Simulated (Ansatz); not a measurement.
**Phonon spectrum of NaCuH₃**

The calculation used Ansatz, DFT PBE, scalar-relativistic, plane waves, PAW. Settings: 420 eV plane-wave cutoff, Γ-centred 10×10×10 mesh, Fermi-Dirac smearing of 0.15 eV. No spin polarisation. Phonons by linear response, acoustic sum rule imposed.

Equilibrium structure at this level:
```
CELL_PARAMETERS angstrom
3.50456 0.00000 0.00000
0.00000 3.50456 0.00000
0.00000 0.00000 3.50456
ATOMIC_POSITIONS crystal
Na 0.50000 0.50000 0.50000
Cu 0.00000 0.00000 0.00000
H 0.50000 0.00000 0.00000
H 0.00000 0.50000 0.00000
H 0.00000 0.00000 0.50000
```

The structure comes from a generated guess, relaxed at this level; another structure or a mixture of phases may lie lower. In a metal, frequencies and elastic constants depend on the k mesh and the smearing, soft modes and shear constants most. The q mesh is coarse, so values between its points are rough.

Force constants from linear response on a 2×2×2 q mesh.

Problem. Is the structure dynamically stable on the q mesh?

Solution. Yes, on this mesh: no mode is imaginary.

Problem. Give the frequencies (cm⁻¹) at the zone-boundary points of high symmetry (interpolated where a point lies off the q mesh).

Solution.
```
point                  q                                                    frequencies
    X  0.000 0.500 0.000  120 120 160 160 186 203 688 736 736 750 750 753 872 1261 1261
    M  0.500 0.500 0.000  145 152 152 162 229 229 556 743 743 751 751 772 868 1162 1266
    R  0.500 0.500 0.500   186 186 186 203 203 203 414 414 554 554 554 883 883 883 1313
```
